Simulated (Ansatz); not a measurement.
# Co (simple cubic): energy against volume

These are results of DFT, LDA (PW92), plane waves (420 eV) with PAW, scalar-relativistic in Ansatz 0.2.0, not measurements. The PAW files were generated under PBE, with cores re-solved for the functional.

The cell is scaled uniformly from the relaxed one, with fractional coordinates and shape fixed. Energies are extrapolated to zero smearing, pressures are those at the given smearing. Magnetic state: spin not included. It is not the lowest magnetic state of this structure.

A Birch-Murnaghan fit gives V₀ = 10.98 Å³/atom, B₀ = 232 GPa, B₀′ = 4.6.

**Question.** What are the energy above the minimum and the pressure at 9.690 Å³/atom?

**Answer.** 138.5 meV/atom and 39.48 GPa as computed.

**Question.** What are the energy above the minimum and the pressure at 10.131 Å³/atom?

**Answer.** 55.2 meV/atom and 23.30 GPa as computed.

**Question.** What are the energy above the minimum and the pressure at 11.893 Å³/atom?

**Answer.** 47.5 meV/atom and -14.64 GPa as computed.
